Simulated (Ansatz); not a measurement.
YAl$_{2}$Ge$_{2}$:
```yaml
crystal:
  lattice:
    - [4.23969, 0.00000, 0.00000]
    - [-2.11985, 3.67168, 0.00000]
    - [0.00000, 0.00000, 6.64802]
  atoms:
    - { symbol: Y, position: [0.00000, 0.00000, 0.00000] }
    - { symbol: Ge, position: [0.33333, 0.66667, 0.26031] }
    - { symbol: Ge, position: [0.66667, 0.33333, 0.73969] }
    - { symbol: Al, position: [0.33333, 0.66667, 0.64336] }
    - { symbol: Al, position: [0.66667, 0.33333, 0.35664] }
```

Relaxed with r²SCAN.

**Question.** Give the Bader charges and basin volumes of the independent atoms, r²SCAN (plane waves, PAW; program Ansatz).

**Answer.** 

| atom | Bader charge (e) | Bader volume (Å³) |
|---|---|---|
| Y1 | +1.65 | 16.6 |
| Ge2 | -2.54 | 34.3 |
| Al4 | +1.72 | 9.2 |

Space group P-3m1. The workflow started from an entry of the Crystallography Open Database (COD). Its standing as an ambient phase is unchecked. The cell was relaxed with r²SCAN under the symmetry of its start; its stability against distortions is not shown here. The run is not spin-polarised.

Potentials: the later of the program's two PAW sets.
